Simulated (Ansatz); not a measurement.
Sb$_{2}$Os squeezed and stretched

A database entry relaxed whole under r2SCAN (Pnnm):

```
Sb Os
1.0
     5.96721    0.00000    0.00000
     0.00000    6.72246    0.00000
     0.00000    0.00000    3.24259
Sb Os
4 2
Direct
  0.18197 0.35885 0.00000
  0.81803 0.64115 0.00000
  0.68197 0.14115 0.50000
  0.31803 0.85885 0.50000
  0.00000 0.00000 0.00000
  0.50000 0.50000 0.50000
```

The cell was scaled uniformly, its shape held, and the atoms relaxed at each volume with plane-wave PAW DFT (Ansatz 0.2.0; r2SCAN, 500 eV, 6×4×10 Γ-centred mesh, fermi-dirac occupations of width 0.020 eV; no spin, no spin-orbit coupling). One row is withheld.

```csv
volume (Å³/atom),energy over the lowest (meV/atom),pressure (GPa),gap over mesh and path (eV)
20.378,39.2,10.24,0.54
20.812,16.7,6.42,0.54
21.245,?,?,?
21.679,0.0,0.01,0.53
22.113,3.7,-2.67,0.52
22.546,14.2,-5.05,0.51
22.980,30.7,-7.16,0.50
```

Fit the pressures of the other rows to the third-order Birch-Murnaghan form.

With f = [(V₀/V)^(2/3) − 1]/2 and P = 3B₀f(1 + 2f)^(5/2)[1 + 3(B₀′ − 4)f/2], least squares gives V₀ = 21.68 Å³ an atom, B₀ = 142 GPa and B₀′ = 4.9; the rows miss the fit by less than 0.01 GPa. The slope of the energies differs from these pressures by less than 0.05 GPa.

How does the gap move with volume?

A parabola in ln(V/V₀) through the other rows has the slope dE_g/d ln V = -0.4 eV at V₀, so by B₀ the gap moves by +3 meV a GPa at this fixed shape: it widens under pressure.

What does the withheld row hold?

The fit gives 3.02 GPa at 21.245 Å³; the run gave 3.02 GPa and 4.0 meV an atom. Its gap is 0.54 eV, against 0.54 eV from the parabola.

Caveats: the shape of the cell was held, so B₀ is an upper bound where the axes differ in stiffness; 0 K, fixed nuclei; the symmetry was kept, and this need not be the phase that is stable at 0 K; one mesh for all volumes; r2SCAN gaps lie as a rule under measured ones; the slope of the gap can be off by tens of per cent, more where shallow d levels or spin-orbit coupling act on the edges; no spin-orbit coupling, which narrows gaps of heavier elements; pressure is positive in compression.
